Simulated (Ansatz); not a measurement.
# Zincblende alloy of ZnSe and BeSe (26 of 32 Zn sites exchanged), 64 atoms

Ansatz, PAW, plane waves. PBEsol relaxation of volume and atoms (shape held) at the single k point (¼, ¼, ¼) without its symmetry partners; single points on the relaxed atoms at the Γ point alone, onto which points of the small cell's zone fold. Arrangement: quasirandom. No spin–orbit coupling unless named.

Relaxed structure:

```
Be Zn Se
1.0
    10.44686    0.00000    0.00000
     0.00000   10.44686    0.00000
     0.00000    0.00000   10.44686
Be Zn Se
26 6 32
Direct
  0.00554 0.00607 0.00639
  0.99816 0.99960 0.49485
  0.99702 0.49926 0.49615
  0.49450 0.00500 0.00460
  0.49817 0.99953 0.49371
  0.49570 0.49422 0.00249
  0.50145 0.49996 0.49711
  0.25159 0.24804 0.99918
  0.25229 0.75258 0.00546
  0.24952 0.74955 0.49570
  0.74678 0.25009 0.00280
  0.74793 0.25150 0.49732
  0.74893 0.74659 0.49093
  0.24972 0.99825 0.24796
  0.24869 0.00212 0.75165
  0.25057 0.50208 0.25011
  0.25206 0.49765 0.74941
  0.74940 0.00235 0.25225
  0.74533 0.49669 0.25419
  0.74638 0.49144 0.74352
  0.99606 0.24850 0.25013
  0.99905 0.24932 0.75005
  0.00213 0.75344 0.25496
  0.50059 0.24916 0.24723
  0.49960 0.25178 0.75150
  0.49695 0.74868 0.25194
  0.00293 0.49677 0.00310
  0.24965 0.25063 0.50165
  0.74906 0.74999 0.00934
  0.75160 0.00856 0.74794
  0.00580 0.75136 0.74658
  0.49576 0.74746 0.74752
  0.12806 0.12900 0.12871
  0.11407 0.11598 0.63178
  0.13202 0.63570 0.13447
  0.13448 0.61473 0.61465
  0.62466 0.12513 0.12574
  0.61407 0.13437 0.61454
  0.61404 0.61437 0.13503
  0.63244 0.61788 0.61461
  0.37259 0.37251 0.12673
  0.38522 0.38420 0.63258
  0.37639 0.87557 0.12732
  0.36509 0.88346 0.61556
  0.86452 0.36786 0.13406
  0.87577 0.37176 0.62269
  0.88530 0.88524 0.13570
  0.87207 0.87372 0.60625
  0.38048 0.11873 0.36452
  0.37550 0.12656 0.87486
  0.37551 0.62502 0.37624
  0.36517 0.61687 0.88507
  0.87404 0.12668 0.37626
  0.88395 0.13544 0.88686
  0.87480 0.62440 0.37128
  0.86449 0.61552 0.86464
  0.11642 0.38140 0.36550
  0.13372 0.36581 0.86625
  0.12661 0.87716 0.37562
  0.13367 0.88327 0.88606
  0.62257 0.37319 0.37496
  0.62424 0.37336 0.87643
  0.62425 0.87380 0.37266
  0.61560 0.88556 0.88409
```

(1) What are the mean bond lengths by pair (pairs within 1.2 times the sum of covalent radii, less contacts 15 % beyond the pair's median; cation–cation pairs of compounds aside; long ionic contacts are cut short by that bound)?

(2) What gap lies between the top filled and the lowest empty level in the single points?

Answers

(1) Be–Se 2.233 ± 0.016 Å (standard deviation, 104 bonds); Se–Zn 2.400 ± 0.010 Å (standard deviation, 24 bonds).

(2) HSE06 3.45 eV (18 s on NVIDIA GB200).
